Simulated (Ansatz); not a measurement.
According to the program Ansatz at the r²SCAN level (PAW), Si₃N₄ in the hexagonal phase (P6_3/m; Si on 6h, N on 2d, N on 6h) relaxes to a = 7.606 Å, c = 2.906 Å. Si has 4 nearest neighbours from 1.73 Å (tetrahedral); N on 2d has 3 nearest neighbours from 1.73 Å (trigonal planar); N on 6h has 3 nearest neighbours from 1.73 Å (trigonal planar). Its formation energy from the elements is -123 kJ/mol of atoms, with no fitted shifts.

The Kohn–Sham gap is 4.99 eV (indirect). The valence maximum lies on the Γ–A line, 33 % of the way from Γ and the conduction minimum at Γ.

The r²SCAN relaxation kept the symmetry of its start. The references are the lowest solids computed at this level, not always the standard phases (solids in place of the gases).

Potentials: the later of the program's two PAW sets.
